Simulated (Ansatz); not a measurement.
This cell of CsPbCl3 (cubic perovskite) is off equilibrium:

```yaml
crystal:
  lattice:
    - [5.61855, 0.00000, 0.00000]
    - [0.00000, 5.61855, 0.00000]
    - [0.00000, 0.00000, 5.61855]
  atoms:
    - { symbol: Cs, position: [0.00000, 0.00000, 0.00000] }
    - { symbol: Pb, position: [0.50000, 0.50000, 0.46013] }
    - { symbol: Cl, position: [0.00000, 0.50000, 0.50000] }
    - { symbol: Cl, position: [0.50000, 0.50000, 0.00000] }
    - { symbol: Cl, position: [0.50000, 0.00000, 0.50000] }
```

Level of theory: PBEsol (plane waves to 420 eV, PAW, scalar-relativistic; Ansatz, a first-principles code). k mesh 5×5×5 (Γ-centred), Fermi-Dirac smearing 0.05 eV. The energy includes the smearing's −TS. Stress and pressure are positive under compression. CsPbCl3 was relaxed with its symmetry unable to fall. Spin-orbit coupling is left out, though Pb is heavy. This is a high-temperature form of CsPbCl3.

**Question.** What forces act on the atoms (eV/Å, Cartesian)?

**Answer.** 
| atom | Fx | Fy | Fz |
|---|---|---|---|
| Cs1 | 0.000 | 0.000 | -0.049 |
| Pb2 | 0.000 | 0.000 | 0.798 |
| Cl3 | 0.000 | 0.000 | -0.056 |
| Cl4 | 0.000 | 0.000 | -0.638 |
| Cl5 | 0.000 | 0.000 | -0.056 |

**Question.** Give the stress tensor in GPa and the pressure.

**Answer.** 
```
   0.01     0.00     0.00
   0.00     0.01     0.00
   0.00     0.00     1.09
```
The pressure, a third of the trace, is 0.37 GPa.

**Question.** In it atom 2 sits (0.000, 0.000, -0.224) Å away from its relaxed site. What is its energy relative to the relaxed cell?

**Answer.** 76 meV/cell.

(For displaced atoms, the force is minus the slope of the energy, and its curvature is a force constant, which sets phonon frequencies.)
